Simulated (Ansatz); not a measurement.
An elastic tensor (GPa, Voigt order, standard axes) from DFT-r²SCAN in the program Ansatz with PAW potentials:

```
      1     2     3     4     5     6
-  ----  ----  ----  ----  ----  ----
1  15.1  10.6  10.6   0.0   0.0   0.0
2  10.6  15.1  10.6   0.0   0.0   0.0
3  10.6  10.6  15.1   0.0   0.0   0.0
4   0.0   0.0   0.0  11.2   0.0   0.0
5   0.0   0.0   0.0   0.0  11.2   0.0
6   0.0   0.0   0.0   0.0   0.0  11.2
```

Q: Which of these materials gives this?
(A) Ca, fcc (Cu type)
(B) Pb, fcc (Cu type)
(C) Fe, bcc (W type)
(D) Sr, fcc (Cu type)

A: D, Sr, fcc (Cu type)

Space group Fm-3m (fcc (Cu type)). The cell was relaxed with r²SCAN under the symmetry of its start. As this level gives no gap, shear constants depend on the k-mesh and smearing (Fermi–Dirac, 0.1 eV here).

Potentials: the later of the program's two PAW sets.
